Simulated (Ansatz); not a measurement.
Polymorphs of Mg, each relaxed with r²SCAN (plane waves, PAW; program Ansatz):

A: bcc (W type) (Im-3m), a = b = c = 3.5592 Å, α = β = γ = 90.00°

B: A15 (β-W type) (Pm-3n), a = 5.695 Å, b = 5.695 Å, c = 5.695 Å, α = 90.00°, β = 90.00°, γ = 90.00°

C: diamond (Fd-3m), a = 6.846 Å, b = 6.846 Å, c = 6.846 Å, α = 90.00°, β = 90.00°, γ = 90.00°

D: simple hexagonal (P6/mmm), a = b = 3.0790 Å, c = 3.0428 Å, α = β = 90.00°, γ = 120.00°

**Question.** Order them by energy per atom at 0 K (lowest first) at the level r²SCAN.

**Answer.** A (+0 meV/atom), B (+28 meV/atom), D (+247 meV/atom), C (+857 meV/atom)

Typed or built starts, not in the databases checked: B; C. Not the usual ambient phase: A; B; C; D. Unstable at this level: C; D. All cells were relaxed under the symmetry of their starts (and spin orders); stability against distortions was not tested throughout.

Energies hold the estimated change up to a 700 eV cutoff; steps of a few meV lie near the error of the meshes.

Potentials: the earlier of the program's two PAW sets.
